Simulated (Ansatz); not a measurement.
CsLiWO₄:
```
CsLiWO4
1.0
   -2.97055     2.97055     4.15948
    2.97055    -2.97055     4.15948
    2.97055     2.97055    -4.15948
Cs Li W O
1 1 1 4
Cartesian
  0.00000   0.00000   0.00000
  0.00000   2.97055   2.07974
  0.00000   0.00000   4.15948
  0.35210   1.40356   3.13900
  1.40356  -0.35210   5.17995
  2.61845   1.56699  -1.02048
  1.56699   3.32265   1.02048
```

Relaxed with HSE06.

Question: Give the Bader charges and basin volumes of the independent atoms, the program Ansatz at the HSE06 level (PAW).

Answer: 

| atom | Bader charge (e) | Bader volume (Å³) |
|---|---|---|
| Cs1 | +0.91 | 37.5 |
| Li2 | +0.90 | 3.0 |
| W3 | +2.98 | 12.0 |
| O4 | -1.20 | 20.0 |

Space group I-4. The first step of the workflow began from a Materials Project structure, measured or hypothetical; the Crystallography Open Database copy checked does not list it. Its standing as an ambient phase is unchecked. The HSE06 relaxation kept the symmetry of its start; whether a distortion lowers the energy is not shown. No spin polarisation was allowed. Scalar-relativistic: spin–orbit coupling is off unless named, which matters more the heavier the elements.

Potentials: the later of the program's two PAW sets.
